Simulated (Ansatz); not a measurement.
CaPd2Ge2: pressure against volume

CaPd2Ge2, I4/mmm, a = 4.270 Å, c = 10.094 Å. The structure is a Materials Project entry; whether it is the stable form wasn't checked. Ansatz: PBEsol, PAW, 420 eV, Γ-centred 12×12×12 mesh on 5 atoms, Gaussian smearing 0.10 eV; no spin polarisation. Shape and atoms are relaxed at each volume; pressure is positive in compression.

| V (Å³/atom) | P (GPa) |
| --- | --- |
| 16.195 | 16.38 |
| 16.747 | 11.25 |
| 17.299 | 6.89 |
| 17.851 | ? |
| 18.403 | 0.00 |
| 18.955 | -2.68 |
| 19.507 | -4.88 |
| 20.243 | -7.22 |

Question: Take V0 = 18.403 Å³/atom, fit the third-order Birch–Murnaghan form to the other rows, and predict the missing pressure.

Answer: With the Eulerian strain f = ½[(V0/V)^(2/3) − 1] and y = P/[3f(1 + 2f)^(5/2)], the form is the line y = B0 + 1.5 B0 (B0′ − 4) f. Rows (f, y): 0.04447, 99.2; 0.03244, 98.8; 0.02105, 98.4; -0.00975, 96.2; -0.01905, 94.1; -0.03078, 91.6. Means f = 0.006397, y = 96.383; Σ(Δf)² = 0.004633, ΣΔfΔy = 0.4386; the slope is their ratio. y = 95.78 + 94.68 f GPa, so B0 = 95.8 GPa and B0′ = 4 + 2 × (94.68)/(3 × 95.78) = 4.66. At V = 17.851, f = 0.01026, y = 96.75 and P = 3.13 GPa. The run gave 3.16 GPa, so the fit is 0.03 GPa too low, within the rms miss on the fitted rows (0.07 GPa).